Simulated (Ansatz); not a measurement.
## V$_{2}$Sb$_{3}$Ru, a known structure type with other elements, at an estimated volume

```yaml
crystal:
  lattice:
    - [3.92736, 0.00000, 0.00000]
    - [0.00000, 3.92736, 0.00000]
    - [0.00000, 0.00000, 8.65234]
  atoms:
    - { symbol: Sb, position: [0.00000, 0.50000, 0.38350] }
    - { symbol: Sb, position: [0.50000, 0.00000, 0.61650] }
    - { symbol: V, position: [0.00000, 0.50000, 0.73150] }
    - { symbol: V, position: [0.50000, 0.00000, 0.26850] }
    - { symbol: Sb, position: [0.50000, 0.50000, 0.00000] }
    - { symbol: Ru, position: [0.00000, 0.00000, 0.00000] }
```

Method: PBEsol, no spin polarisation; PAW, plane waves to 420 eV, 9×9×4 Γ-centred mesh, fermi-dirac occupations (width 0.1 eV) (Ansatz 0.2.0), atoms fixed.

Electronic structure: It is a metal, with about 8.5 states/eV a cell as the mean within 0.25 eV of the Fermi level, mostly V d (62 %) and Ru d (22 %).
Charges: Bader charges in e: V +0.84, Sb -0.50 to -0.18, Ru -0.51. In the mean V gives up most and Ru takes most.
Stress: The pressure is -17.9 GPa (compression positive), so with the atoms held at these fractions the cell would first shrink; the forces are large, so a full relaxation may end otherwise. The principal stresses -18.8, -17.5, -17.5 GPa differ, so its shape would change too.
Forces: The largest is on V4 (and as large on other atoms): 0.86 eV/Å, components (0.00, 0.00, -0.86). It makes 110° with the line to a nearest neighbour, Sb1 at 2.95 Å.

Origin: a known structure type with other elements, at an estimated volume, so it need not be a known compound. Caveats: no spin polarisation, so a magnetic state may lie lower; atoms or cell far from equilibrium.
